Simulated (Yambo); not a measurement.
Cs$_{2}$PdBr$_{6}$ (space group Fm-3m, No. 225), G0W0@PBEsol in Yambo with this input:

```
rim_cut
gw0
dyson
el_el_corr
HF_and_locXC
ppa
em1d
RandQpts= 1000000
RandGvec= 1 Ry
EXXRLvcs= 82 Ry
VXCRLvcs= 328 Ry
Chimod= "HARTREE"
% BndsRnXp
 5 | 320 |
%
NGsBlkXp= 6 Ry
% LongDrXp
 1.0 | 1.0 | 1.0 |
%
PPAPntXp= 27.2114 eV
% GbndRnge
 1 | 320 |
%
GTermKind= "BG"
DysSolver= "n"
ExtendOut
```

On a 2×2×2 mesh, with wavefunctions cut at 82 Ry, the gap (Γ → X) is 2.347 eV and the valence edge shifts by -0.952 eV.

Question: What happens with this change: pole fitted at 15 eV?

Answer: The gap falls by 0.060 eV, to 2.287 eV; the shift of the valence edge becomes -0.874 eV. Neither run is shown to be the converged limit.

Spin-orbit coupling is not included.

Geometry of the Materials Project entry, not relaxed at this level; primitive cell a = b = c = 7.606 Å, α = β = γ = 60.00°.

The structure is a Materials Project entry; no match was found in the copy of COD used, and its stability was not checked.

A shift is the quasiparticle energy of the state minus its PBEsol energy.
